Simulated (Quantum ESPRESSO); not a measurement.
Empty bands for a GW run on TlBr (rock salt, space group Fm-3m, No. 225): 135 bands on a 4×4×4 mesh, LDA, PseudoDojo standard norm-conserving files, scalar-relativistic, Quantum ESPRESSO. The input, in which only the diagonalization keyword changes:

```
&CONTROL
  calculation = 'nscf'
  pseudo_dir = './pseudo'
  outdir = './out'
/
&SYSTEM
  ibrav = 0
  nat = 2
  ntyp = 2
  ecutwfc = 62.0
  ecutrho = 248.0
  occupations = 'fixed'
  force_symmorphic = .true.
  nbnd = 135
/
&ELECTRONS
  conv_thr = 2e-09
  diago_full_acc = .true.
  diago_thr_init = 1e-08
  diagonalization = 'david'
/
ATOMIC_SPECIES
Br 79.9040 Br.upf
Tl 204.3800 Tl.upf
CELL_PARAMETERS angstrom
  0.000000000000   3.342040000000   3.342040000000
  3.342040000000   0.000000000000   3.342040000000
  3.342040000000   3.342040000000   0.000000000000
ATOMIC_POSITIONS crystal
Br   0.500000000000   0.500000000000   0.500000000000
Tl   0.000000000000   0.000000000000   0.000000000000
K_POINTS automatic
4 4 4 0 0 0
```

```
diagonalization  mean iterations per k point              rough time  largest change of an eigenvalue (eV)
---------------  ---------------------------  ----------------------  ------------------------------------
david                                     27                       1                                     –
cg                                        44                about 3×                                 1e-06
paro                                      17  within a factor of two                                 7e-08
```

An iteration means different work in each solver, so the counts don't rank them. Times are rough ratios from shared machines.

Spin-orbit coupling is not included.

Geometry of the Materials Project entry, not relaxed at this level.
